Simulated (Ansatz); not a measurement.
Input file for Ansatz (a first-principles code):

Ansatz 0.2 input:
```yaml
crystal:
  lattice:
    - [4.6855407289, 0.0, 0.0]
    - [-2.3427703645, 4.0577973017, 0.0]
    - [0.0, 0.0, 7.662745677]
  atoms:
    - { symbol: Ag, position: [0.3333333333, 0.6666666667, 0.0025143572] }
    - { symbol: Ag, position: [0.6666666667, 0.3333333333, 0.5025143572] }
    - { symbol: I, position: [0.3333333333, 0.6666666667, 0.3773856428] }
    - { symbol: I, position: [0.6666666667, 0.3333333333, 0.8773856428] }
kpoints:
  mp_grid: { grid: [6, 6, 3] }
  band_path:
    path:
      - [[0.0, 0.0, 0.0], [0.5, 0.0, 0.0], [0.3333333333, 0.3333333333, 0.0], [0.0, 0.0, 0.0], [0.0, 0.0, 0.5], [0.5, 0.0, 0.5], [0.3333333333, 0.3333333333, 0.5], [0.0, 0.0, 0.5]]  # Γ-M-K-Γ-A-L-H-A
      - [[0.5, 0.0, 0.5], [0.5, 0.0, 0.0]]  # L-M
      - [[0.3333333333, 0.3333333333, 0.5], [0.3333333333, 0.3333333333, 0.0]]  # H-K
      - [VBM, CBM]
    npoints: 8
basis: { xc_grid: 2 }
hamiltonian:
  xc: pbe
  pseudopotentials: { azcp: { folder: ./paw }, kind: paw_fr }
magnetization: { noncollinear: true, spin_orbit: true }
scf:
  n_extra_bands: 12
  convergence: { dr2_threshold: 0.0000000001 }
  occupations: { method: gaussian, width: 0.01 }
checkpoint: { write: soc.run }
output: { eigenvalues: true }
```

Output (shortened):

```
Pseudopotential: Ag, paw, valence charge 19
Pseudopotential: I, paw, valence charge 17
Functional definition: PBE
non-collinear run that drives no moment, with spin-orbit …
Crystal: 4 atoms, lattice volume = 145.692 Å³
Basis set: ecut = 420 eV, 2839 PW (Γ), exchange–correlation on 64×64×108 points (8 copies of the dense FFT grid, shifted against one another)
Bands: 84, of which v1, the nominal top of the filled ones, is band 72 counted from 1 (71 counted from 0)
Symmetry: 12 space group operations + 12 with time reversal
k-points: 14 of 108 (time reversal used)
Projection manifold: j_resolved (fully-relativistic pseudo-atomic orbitals)
SCF iter   1: F=—  HF=-30220.752273 eV  |F-HF|=—  |Δ(HF+E_count)|=         —  Δρ=4.63e-2  dr2=4.98e0  dr2_m=0.00e0 (ungated)  ethr=3.10e-3  |M|=0.00e0 ∫|m|=0.00e0 μB  |m|>n=0.0e0 m-floor=0.0e0 τ_xc=0.0e0  β_m=0.30  ⟨swp⟩=9.6  Hψ=6003  notcnv=0  defer=3
preconditioner: auto → Resta (q_TF=auto, 2.426 Å⁻¹)
spin=Noncollinear: Resta preconditioning applied to the charge; magnetization (m_x, m_y, m_z) channels mix plain (no charge-response kernel on spin).
SCF iter   2: F=—  HF=-30219.560322 eV  |F-HF|=—  |Δ(HF+E_count)|=    1.19e0  Δρ=2.27e-2  dr2=1.52e0  dr2_m=0.00e0 (ungated)  ethr=3.10e-3  |M|=0.00e0 ∫|m|=0.00e0 μB  |m|>n=0.0e0 m-floor=0.0e0 τ_xc=0.0e0  β_m=0.46  ⟨swp⟩=3.0  Hψ=1900  notcnv=0  defer=100
SCF iter   3: F=—  HF=-30219.101209 eV  |F-HF|=—  |Δ(HF+E_count)|=   4.59e-1  Δρ=6.42e-3  dr2=6.03e-2  dr2_m=0.00e0 (ungated)  ethr=2.11e-3  |M|=0.00e0 ∫|m|=0.00e0 μB  |m|>n=0.0e0 m-floor=0.0e0 τ_xc=0.0e0  β_m=0.62  ⟨swp⟩=3.0  Hψ=1819  notcnv=0  defer=100
SCF iter   4: F=—  HF=-30219.107742 eV  |F-HF|=—  |Δ(HF+E_count)|=   6.53e-3  Δρ=1.23e-3  dr2=3.83e-3  dr2_m=0.00e0 (ungated)  ethr=8.37e-5  |M|=0.00e0 ∫|m|=0.00e0 μB  |m|>n=0.0e0 m-floor=0.0e0 τ_xc=0.0e0  β_m=0.80  ⟨swp⟩=3.0  Hψ=2162  notcnv=0  defer=100
SCF iter   5: F=—  HF=-30219.109907 eV  |F-HF|=—  |Δ(HF+E_count)|=   2.16e-3  Δρ=5.86e-4  dr2=1.04e-3  dr2_m=0.00e0 (ungated)  ethr=5.32e-6  |M|=0.00e0 ∫|m|=0.00e0 μB  |m|>n=0.0e0 m-floor=0.0e0 τ_xc=0.0e0  β_m=0.83  ⟨swp⟩=2.4  Hψ=1659  notcnv=0  defer=100
SCF iter   6: F=—  HF=-30219.110126 eV  |F-HF|=—  |Δ(HF+E_count)|=   2.19e-4  Δρ=1.86e-4  dr2=1.18e-4  dr2_m=0.00e0 (ungated)  ethr=1.44e-6  |M|=0.00e0 ∫|m|=0.00e0 μB  |m|>n=0.0e0 m-floor=0.0e0 τ_xc=0.0e0  β_m=0.92  ⟨swp⟩=2.0  Hψ=1928  notcnv=0  defer=100
SCF iter   7: F=—  HF=-30219.110351 eV  |F-HF|=—  |Δ(HF+E_count)|=   2.25e-4  Δρ=4.83e-5  dr2=6.14e-6  dr2_m=0.00e0 (ungated)  ethr=1.64e-7  |M|=0.00e0 ∫|m|=0.00e0 μB  |m|>n=0.0e0 m-floor=0.0e0 τ_xc=0.0e0  β_m=0.96  ⟨swp⟩=2.0  Hψ=1634  notcnv=0  defer=100
SCF iter   8: F=—  HF=-30219.110471 eV  |F-HF|=—  |Δ(HF+E_count)|=   1.20e-4  Δρ=1.19e-5  dr2=3.48e-7  dr2_m=0.00e0 (ungated)  ethr=8.53e-9  |M|=0.00e0 ∫|m|=0.00e0 μB  |m|>n=0.0e0 m-floor=0.0e0 τ_xc=0.0e0  β_m=0.98  ⟨swp⟩=2.0  Hψ=1692  notcnv=0  defer=100
SCF iter  12: F=-30219.110473 eV  HF=-30219.110473 eV  |F-HF|=2.91e-11  |Δ(HF+E_count)|=  2.62e-10  Δρ=1.25e-7  dr2=2.15e-11  dr2_m=0.00e0 (ungated)  ethr=1.00e-12  |M|=0.00e0 ∫|m|=0.00e0 μB  |m|>n=0.0e0 m-floor=0.0e0 τ_xc=0.0e0  ⟨swp⟩=12.2  Hψ=4644  notcnv=0
SCF 1 converged in 12 iterations: F = -30219.110473 eV  dr2 = 2.15e-11
NSCF: frozen V_eff on 28 k-points
NSCF: frozen V_eff on 28 k-points
NSCF: frozen V_eff on 2 k-points
NSCF: frozen V_eff on 3 k-points
NSCF: frozen V_eff on 3 k-points
NSCF: frozen V_eff on 3 k-points
NSCF: frozen V_eff on 3 k-points
NSCF: frozen V_eff on 3 k-points
NSCF: frozen V_eff on 84 k-points
SCF converged after 12 iterations
Magnetization: |M| = 0.0000 μB,  M = (+0.0000, +0.0000, +0.0000) μB
Absolute magnetization: 0.0000 μB (∫|m|)
  site 0: m = (+0.0000, +0.0000, +0.0000) μB, |m| = 0.0000 μB  (R = 1.18 Å)
  site 1: m = (+0.0000, +0.0000, +0.0000) μB, |m| = 0.0000 μB  (R = 1.18 Å)
  site 2: m = (+0.0000, +0.0000, +0.0000) μB, |m| = 0.0000 μB  (R = 1.18 Å)
  site 3: m = (+0.0000, +0.0000, +0.0000) μB, |m| = 0.0000 μB  (R = 1.18 Å)
Free energy (F): -30219.110473 eV
Harris-Foulkes:  -30219.110473 eV  (|F-HF|=2.91e-11)
Internal energy: -30219.110473 eV  (E = F + TS)
E sigma→0 (E₀):  -30219.110473 eV
Fermi energy:    6.743058 eV
--- Per-component energies (eV) ---
  E_band       = -1604.998811
  E_kinetic    = 1251.451558
  E_local      = -11446.947377  (includes V_loc(G=0)·N_el)
  E_nonlocal   = 299.906641
  E_hartree    = 5286.660545
  E_xc         = -529.862630
  E_vxc        = -619.126197  (∫ρ·V_xc dr)
  E_paw        = -17493.097986  (= ΣΔE_a)
  E_vpaw       = -1663.600659  (= ΣTr[D̂ρ^β])
  E_aug_tail   = -0.004185  (compensation charges beyond the density's cutoff)
  E_ewald      = -7587.217039
  E_smearing   =  0.000000  (= −TS)
  E_closure    = 0.000000  (closes the sum)
  Σ components = -30219.110473   (vs F -30219.110473, Δ=0.00e0)
  [band-id]    e_kinetic+e_local+e_nonlocal+2·e_hartree+e_vxc+e_vpaw+e_augmentation_tail = -1604.999128   (vs E_band -1604.998811, Δ=-3.18e-4)
--- Band table (eV; the first three rows and the last of 14) ---
  k-point 0: bands = ["-84.3590", "-84.3590", "-84.3590", "-84.3590", "-51.4041", "-51.4041", "-51.4041", "-51.4041", "-46.3181", "-46.3181", "-46.3181", "-46.3181", "-46.3180", "-46.3180", "-46.3179", "-46.3179", "-39.6362", "-39.6362", "-39.6361", …
  k-point 1: bands = ["-84.3590", "-84.3590", "-84.3590", "-84.3590", "-51.4041", "-51.4041", "-51.4041", "-51.4041", "-46.3181", "-46.3181", "-46.3181", "-46.3181", "-46.3180", "-46.3180", "-46.3180", "-46.3180", "-39.6361", "-39.6361", "-39.6361", …
  k-point 2: bands = ["-84.3590", "-84.3590", "-84.3590", "-84.3590", "-51.4041", "-51.4041", "-51.4041", "-51.4041", "-46.3181", "-46.3181", "-46.3181", "-46.3181", "-46.3180", "-46.3180", "-46.3179", "-46.3179", "-39.6361", "-39.6361", "-39.6361", …
  k-point 13: bands = ["-84.3590", "-84.3590", "-84.3590", "-84.3590", "-51.4041", "-51.4041", "-51.4041", "-51.4041", "-46.3182", "-46.3182", "-46.3182", "-46.3182", "-46.3180", "-46.3180", "-46.3180", "-46.3180", "-39.6361", "-39.6361", "-39.6361", …
```

Cost: about 6 core-minutes (a rough figure) on shared cores.

Space group P6_3mc (wurtzite). The PBE relaxation kept the symmetry of its start. No spin polarisation was allowed.

Potentials: the earlier of the program's two PAW sets.

Ansatz is a plane-wave DFT program.
